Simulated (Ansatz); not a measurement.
## SiC with Mn replacing C: gradients before and after relaxing the atoms

Start: a supercell of SiC (wurtzite type, P6_3mc) built from a COD entry, with all atoms left at the host's positions.

Space group P3m1 (No. 156); a = 6.1520, c = 10.0960 Å, γ = 120.00°.

```
site  Wyckoff  site symmetry       x       y       z
 Si1       1a            3m.  0.0000  0.0000  0.0000
 Si2       1a            3m.  0.0000  0.0000  0.5000
 Si3       3d            .m.  0.0000  0.5000  0.0000
 Si4       3d            .m.  0.0000  0.5000  0.5000
 Si9       3d            .m.  0.1667  0.8333  0.2500
Si10       3d            .m.  0.1667  0.8333  0.7500
Si15       1c            3m.  0.6667  0.3333  0.2500
Si16       1c            3m.  0.6667  0.3333  0.7500
  Mn       1a            3m.  0.0000  0.0000  0.1925
 C18       1a            3m.  0.0000  0.0000  0.6925
 C19       3d            .m.  0.0000  0.5000  0.1925
 C20       3d            .m.  0.0000  0.5000  0.6925
 C25       3d            .m.  0.1667  0.8333  0.4425
 C26       3d            .m.  0.1667  0.8333  0.9425
 C31       1c            3m.  0.6667  0.3333  0.4425
 C32       1c            3m.  0.6667  0.3333  0.9425
```

One atom of each set is listed.

Computed with Ansatz: DFT, PBE, plane waves and PAW, scalar-relativistic, collinear spin, 420 eV cutoff, Γ-centred 4×4×2 k-points, Fermi–Dirac smearing 0.01 eV, cell charge -2. Start moments as typed (μB): 5 on each Mn, none on the rest.

The largest force at the start is 6.3 eV/Å. Relaxing the ions at fixed cell moves them by 0.228 Å at most (atom 1, Si) and 0.099 Å rms.

```tsv
site	moved (Å)	first shell before	first shell after	V_zz before (10²¹ V/m²)	η before
Si1	0.228	3 C at 1.87 Å, 1 Mn at 1.94 Å	3 C at 1.88 Å, 1 Mn at 2.12 Å	-6.21	0.00
Si2	0.120	4 C at 1.87–1.94 Å	4 C at 1.88–1.98 Å	2.17	0.00
Si3	0.043	4 C at 1.87–1.94 Å	4 C at 1.87–1.90 Å	1.16	0.08
Si4	0.076	4 C at 1.87–1.94 Å	4 C at 1.84–1.90 Å	2.06	0.03
Si9	0.189	3 C at 1.87–1.94 Å, 1 Mn at 1.87 Å	3 C at 1.87–1.89 Å, 1 Mn at 2.04 Å	-4.77	0.64
Si10	0.027	4 C at 1.87–1.94 Å	4 C at 1.84–1.89 Å	0.80	0.11
Si15	0.004	4 C at 1.87–1.94 Å	4 C at 1.88–1.91 Å	2.11	0.00
Si16	0.080	4 C at 1.87–1.94 Å	4 C at 1.87–1.88 Å	1.44	0.00
Mn	0.054	4 Si at 1.87–1.94 Å	4 Si at 2.04–2.12 Å	-0.24	0.00
C19	0.036	4 Si at 1.87–1.94 Å	4 Si at 1.87–1.89 Å	-0.31	0.37
C25	0.105	4 Si at 1.87–1.94 Å	4 Si at 1.84–1.88 Å	-0.081	0.14
C26	0.135	4 Si at 1.87–1.94 Å	4 Si at 1.84–1.89 Å	0.46	0.70
```

Question: How do the gradients change?

Answer: 

```
site  V_zz after  η after  change of V_zz
 Si1       -5.81     0.00           +0.40
 Si2        2.70     0.00           +0.53
 Si3       -0.81     0.27           -1.97
 Si4       -0.35     0.93               –
 Si9       -4.31     0.13           +0.46
Si10       -1.22     0.71               –
Si15        0.60     0.00           -1.51
Si16       -0.44     0.00           -1.88
  Mn       -5.47     0.00           -5.23
 C19        0.35     0.26               –
 C25       -0.41     0.73               –
 C26        0.55     0.89               –
```

The largest change of V_zz along a kept axis is on Mn, from -0.24 to -5.47. In per cent, |V_zz| changes by -72 to +25 on Si (all sites that start above 2, bar those whose gradient vanishes or changes sign or whose main axis turns by over 40°). Where |V_zz| stays above 0.1 and the axes keep their order, η moves most on Si3, from 0.08 to 0.27. On Si9 V_xx and V_yy change places (or their axes turn by over 50°), so the two values of η hide a larger change. V_zz changes sign on Si16 (same axis), Si3 (axis turned by 19°), C20 (axis turned by 39°), C31 (same axis) (not all in the table). On Si4, Si10, C26, C19, C25 the largest principal value lies along another axis in the second run, so the two V_zz can't be compared directly. The table leaves out 4 of the 16 sites, with |V_zz| up to 0.34; their tensors move by 0.31 at most along any direction. The statements above cover all sites. The host's own positions weren't relaxed first, so part of the change far from the defect can be the host's relaxation.

The defect repeats with the cell of 32 atoms, so it feels its images: sites between two images don't show the values beside a lone defect, and zeros or small values of η there can come from the images' arrangement. C and Si carry a gradient in the pure host already, so the values there aren't the defect's effect alone. A uniform background compensates the cell's charge. The defect cell has no gap above 0.1 eV on its mesh, so the values can hang on the smearing and the k-mesh.
Before: Forces reach 0.9 eV/Å even beyond 5.5 Å from the defect, so the host's positions may themselves be off equilibrium. The cell keeps the host's lattice, where the PBE pressure is 11 GPa (in a charged cell this depends on the convention for the mean potential). The start moments die out, and the run ends without spin. The neighbours have not yet relaxed around the defect (largest force 6.3 eV/Å), so the values at and beside it are those of a strained start, not of the defect in a real crystal.
After: The relaxation keeps the site symmetry 3m of the start, so the impurity can move only along its axis; a distortion that would localise the partly filled state isn't explored. The cell keeps the host's lattice, where the PBE pressure is 8 GPa (in a charged cell this depends on the convention for the mean potential). The run lost most of its start moments on Mn; a state with other moments may lie lower.
